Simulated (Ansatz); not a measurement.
Map of one atom of the cell for ZnSe (zinc blende)

Starting cell, ZnSe (zinc blende):

```
CELL_PARAMETERS angstrom
      0.00000     2.86650     2.86650
      2.86650     0.00000     2.86650
      2.86650     2.86650     0.00000
ATOMIC_POSITIONS crystal
  Se 0.75000 0.75000 0.75000
  Zn 0.00000 0.00000 0.00000
```

In this cell atom 2 (Zn, nearest neighbour Se at 2.482 Å; its periodic images, 4.1 Å or more away, move with it) is moved by u·(0.707, 0.707, 0.000) + v·(0.000, 0.000, 1.000); the rest is frozen.

Method: PBE (plane waves to 420 eV, PAW, scalar-relativistic; Ansatz, a quantum-chemistry and plane-wave program). k mesh 8×8×8 (Γ-centred), Fermi-Dirac smearing 0.05 eV. The energy includes the smearing's −TS. Points where atoms come too close for the PAW data are left out (x in tables, blank in figures). Fu and Fv are the components of the force on the atom. ZnSe was relaxed with its symmetry unable to fall. The zero of ΔE is the undisplaced structure. Axes are in Å.

ΔE (meV/cell), with u across and v down:

| v \ u | -0.620 | -0.310 | 0.000 | 0.310 | 0.620 |
|---|---|---|---|---|---|
| -0.620 | x | 2145 | 863 | 2145 | x |
| -0.310 | x | 878 | 233 | 878 | x |
| 0.000 | 1213 | 256 | 0 | 256 | 1213 |
| 0.310 | 491 | 276 | 233 | 276 | 491 |
| 0.620 | 598 | 774 | 863 | 774 | 598 |

Fu (eV/Å), with u across and v down:

| v \ u | -0.620 | -0.310 | 0.000 | 0.310 | 0.620 |
|---|---|---|---|---|---|
| -0.620 | x | 9.04 | 0.00 | -9.04 | x |
| -0.310 | x | 4.45 | 0.00 | -4.45 | x |
| 0.000 | 4.71 | 1.75 | 0.00 | -1.75 | -4.71 |
| 0.310 | 1.18 | 0.33 | 0.00 | -0.33 | -1.18 |
| 0.620 | -0.50 | -0.52 | 0.00 | 0.52 | 0.50 |

Key numbers:

Lowest place on the grid: u = 0.000 Å, v = 0.000 Å (0 meV/cell).

The 25 points together took very roughly 6 core-minutes.

(A displaced cell: forces are minus the slopes of the energy, force constants its curvatures, and phonons follow from these.)
